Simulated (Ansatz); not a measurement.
ZrIr3:
```xyz
4
Lattice="-1.9691 1.9691 3.9563 1.9691 -1.9691 3.9563 1.9691 1.9691 -3.9563" Properties=species:S:1:pos:R:3 pbc="T T T"
Ir     0.0000     0.0000     3.9563
Ir     0.0000     1.9691     1.9782
Ir     1.9691     0.0000     1.9782
Zr     0.0000     0.0000     0.0000
```

Relaxed with PBEsol. Special points in fractions of this cell's reciprocal vectors: Γ (0.000, 0.000, 0.000); X (0.000, 0.000, 0.500); P (0.250, 0.250, 0.250); N (0.000, 0.500, 0.000); M (0.500, 0.500, -0.500); S (0.312, 0.688, -0.312); S0 (-0.312, 0.312, 0.312); R (-0.124, 0.124, 0.500); G (0.500, 0.500, -0.124).

List the band energies nearest the Fermi level at these points for PBEsol (plane waves, PAW; program Ansatz).

In eV from the Fermi level; about four levels below and three above (degenerate sets whole), none deeper than 8.9 eV; points with the same levels are listed once.

| k | below | above |
|---|---|---|
| Γ | -1.79 -1.79 -1.42 -0.91 | 0.05 1.80 2.41 |
| X | -1.73 -1.70 -0.84 -0.32 | 0.39 0.44 0.90 |
| P | -1.26 -1.19 -1.19 -1.13 | 0.28 2.57 2.57 |
| N | -2.18 -1.34 -1.21 -1.12 | 0.28 0.52 1.10 |
| M | -1.23 -1.23 -1.22 -0.10 -0.10 | 0.27 0.77 1.80 |
| S | -1.45 -1.13 -1.01 -0.17 | 0.38 1.00 2.13 |
| R | -1.28 -0.61 -0.21 -0.07 | 0.09 0.68 3.19 |

Space group I4/mmm. A made-up cell: these elements were put on the sites of a structure type; neither database checked (COD, Materials Project) lists it. COD files the formula under space group No. 221. Whether it is the stable phase at ambient conditions was not checked. The cell was relaxed with PBEsol under the symmetry of its start; whether a distortion lowers the energy is not shown. No spin polarisation was allowed. Spin–orbit coupling is left out wherever it is not named.

Potentials: the earlier of the program's two PAW sets. The files were generated under PBE; for other functionals the program regenerates the frozen cores, and for LDA and PBEsol the local potential too.
